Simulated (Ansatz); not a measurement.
PbS:
```yaml
crystal:
  lattice:
    - [0.00000, 2.95138, 2.95138]
    - [2.95138, 0.00000, 2.95138]
    - [2.95138, 2.95138, 0.00000]
  atoms:
    - { symbol: S, position: [0.00000, 0.00000, 0.00000] }
    - { symbol: Pb, position: [0.50000, 0.50000, 0.50000] }
```

Relaxed with PBEsol. Special points in fractions of this cell's reciprocal vectors: Γ (0.000, 0.000, 0.000); X (0.500, 0.000, 0.500); U (0.625, 0.250, 0.625); K (0.375, 0.375, 0.750); L (0.500, 0.500, 0.500); W (0.500, 0.250, 0.750).

Q: List the band energies nearest the valence-band maximum at these points for the program Ansatz at the PBEsol level (PAW).

A: In eV from the valence-band maximum; about four levels below and three above (degenerate sets whole), none deeper than 8.9 eV; points with the same levels are listed once.

```tsv
k	below	above
Γ	-6.04 -2.27 -2.27 -2.27	5.19 5.19 5.19
X	-7.27 -5.40 -3.58 -3.58	3.62 5.55 5.68 5.68
U	-8.10 -4.97 -3.07 -2.59	3.23 4.08 5.00
L	-1.86 -1.86 0.00	0.19 1.84 1.84
W	-8.06 -4.61 -4.61 -1.07	2.09 4.57 4.57
```

Space group Fm-3m (rock salt). Symmetry was held in the PBEsol relaxation. Scalar-relativistic: spin–orbit coupling is off unless named, which matters more the heavier the elements.

Potentials: the later of the program's two PAW sets.
